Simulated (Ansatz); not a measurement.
Here is an unrelaxed guess for Ta₃Cu.

```cif
data_structure
_symmetry_space_group_name_H-M 'P 1'
_symmetry_Int_Tables_number 1
_cell_length_a 4.1575
_cell_length_b 4.1575
_cell_length_c 4.5924
_cell_angle_alpha 90.000
_cell_angle_beta 90.000
_cell_angle_gamma 120.000
_cell_volume 68.74
loop_
_atom_site_label
_atom_site_type_symbol
_atom_site_fract_x
_atom_site_fract_y
_atom_site_fract_z
_atom_site_occupancy
Ta1 Ta 0.50000 0.00000 0.00000 1
Ta2 Ta 0.00000 0.50000 0.00000 1
Ta3 Ta 0.50000 0.50000 0.00000 1
Cu1 Cu 0.00000 0.00000 0.50000 1
```

Method: DFT PBE, scalar-relativistic, plane waves, PAW in Ansatz 0.2.0. Cutoff 420 eV; k points 6×6×4 on the computed 4-atom cell (Γ-centred); Gaussian smearing, width 0.10 eV; no spin polarisation.

Formation energies are uncorrected and refer to the elements' standard structures at the same level.

Q: How far from equilibrium is it?

A: The pressure is 115.2 GPa (the mean over three directions, positive in compression), the largest force is 0.00 eV/Å (symmetry fixes the atoms), and the energy is +5.63 eV/atom against the elements. The shortest distance is 2.08 Å.

Q: Is it a good guess?

A: A poor one: relaxing gains about 5.2 eV/atom (the start's value is from the coarse mesh, so the gain is rough) in 27 ionic steps and ends at +0.47 eV/atom on the finer mesh. The symmetry stays P6/mmm (No. 191). The volume per atom grows by 1.9 %, from 17.2 to 17.5 Å³. The shortest distance goes from 2.08 Å (Ta–Ta) to 2.71 Å (Ta–Ta). The ratio c/a of the conventional cell changes by a factor of 0.46. Conventional cell: a = 5.424 Å, c = 2.750 Å. Ta has 6 Ta at 2.71–2.75 Å and 4 Cu at 3.04 Å; around Cu lie 2 Cu at 2.75 Å and 12 Ta at 3.04 Å.

The last run used a 12×12×16 mesh (in the run's order of axes) for its 4-atom cell and Gaussian smearing of 0.10 eV. Spin–orbit coupling, which can matter for Ta, is left out. The relaxation can't lower the symmetry of the start, and the grade says only how near the guess is to its own end. Symmetry constrained the relaxation, so the result can be a saddle point. Another cell of Ta3Cu relaxed alike, in I4/mmm (a Materials Project cell), lies 0.31 eV/atom lower, so this cell isn't the stable form at this level.
